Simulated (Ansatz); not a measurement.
Values for one crystal, relaxed and computed with the program Ansatz at the r²SCAN level (PAW); other levels are named.

| Quantity | Value |
|---|---|
| Volume per atom | 8.65 Å³ |
| Electronic character | metallic (no gap) |
| Mechanical stability | unstable (C has a negative eigenvalue) |
| Bulk modulus (Birch–Murnaghan fit) | 266 GPa |
| Pressure derivative B′ | 3.6 |
| Elastic constants (relaxed ions, GPa) | C11 = 196, C12 = 302, C44 = -240 |
| Density of states at the Fermi level | 0.61 states/eV per atom (mean over ±0.08 eV) |

Which compound is it?
A) Ge, R-3 (Ge on 6c, Ge on 18f)
B) Si, Ia-3 (Si on 16c)
C) C, I4_132 (C on 8a)
D) B, fcc (Cu type)

C, C, I4_132 (C on 8a)

The start of the workflow was typed in or built on a structure type; neither database checked (COD, Materials Project) lists it. It is not the phase usual at ambient conditions (space group No. 194, 227). The r²SCAN relaxation kept the symmetry of its start. As this level gives no gap, shear constants depend on the k-mesh and smearing (Fermi–Dirac, 0.1 eV here).

Potentials: the earlier of the program's two PAW sets.
